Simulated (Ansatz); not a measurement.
One crystal and one scan (energy against volume) at two levels, r2SCAN (plane waves to 500 eV, PAW, scalar-relativistic; Ansatz, a quantum-chemistry and plane-wave program) and PBE (plane waves to 420 eV, PAW, scalar-relativistic; Ansatz), each from its own relaxed cell and on its own mesh. The cell shown is that of r2SCAN.

SiC (4H type, space group P6_3mc)

```
SiC
1.0
    3.07776     0.00000     0.00000
   -1.53888     2.66542     0.00000
    0.00000     0.00000    10.07734
Si C
4 4
Direct
  0.00000   0.00000   0.00030
  0.00000   0.00000   0.50030
  0.66667   0.33333   0.75024
  0.33333   0.66667   0.25024
  0.00000   0.00000   0.81287
  0.00000   0.00000   0.31287
  0.66667   0.33333   0.56221
  0.33333   0.66667   0.06221
```

Equation-of-state scan: isotropic scaling of the cell above, V₀ being its volume. The atoms relax within the cell's symmetry.

Energies are smeared free energies. SiC was relaxed with its symmetry unable to fall. The PAW data are Ansatz's earlier set. With the shape held, the modulus is that of even scaling; a crystal free to change shape is softer. Percentages come from the unrounded values. Both scans cover V/V₀ from 0.940 to 1.060.

Results of r2SCAN:

| Item | Result |
|---|---|
| Lattice constant a (Å) | 3.078 |
| Lattice constant c (Å) | 10.08 |
| Relaxed volume (Å³/atom) | 10.33 |
| Pressure at the smallest volume (GPa) | 15.9 |
| Energy cost of the largest compression (meV/atom) | 29.3 |
| Energy cost of the largest expansion (meV/atom) | 24.0 |
| Bulk modulus at fixed cell shape B₀ (third-order Birch-Murnaghan fit) (GPa) | 227.8 |
| Pressure for 5 % compression (fit) (GPa) | 12.9 |

What does PBE give for the same quantities?


```
quantity                                                                       PBE     r2SCAN − PBE
---------------------------------------------------------------------------  -----  ---------------
Lattice constant a (Å)                                                       3.094  -0.016 (-0.5 %)
Lattice constant c (Å)                                                       10.13   -0.05 (-0.5 %)
Relaxed volume (Å³/atom)                                                     10.50   -0.17 (-1.6 %)
Pressure at the smallest volume (GPa)                                         14.9      +1.0 (+7 %)
Energy cost of the largest compression (meV/atom)                             27.9      +1.4 (+5 %)
Energy cost of the largest expansion (meV/atom)                               22.9      +1.1 (+5 %)
Bulk modulus at fixed cell shape B₀ (third-order Birch-Murnaghan fit) (GPa)  213.4   +14.4 (+6.7 %)
Pressure for 5 % compression (fit) (GPa)                                      12.1      +0.8 (+7 %)
```

r2SCAN gives the higher value for: pressure at the smallest volume; energy cost of the largest compression; energy cost of the largest expansion; bulk modulus at fixed cell shape B₀; pressure for 5 % compression. r2SCAN gives the lower value for: lattice constant a; lattice constant c; relaxed volume.

(A scan under strain: stresses follow from slopes of the energy per volume, elastic moduli from its curvatures.)
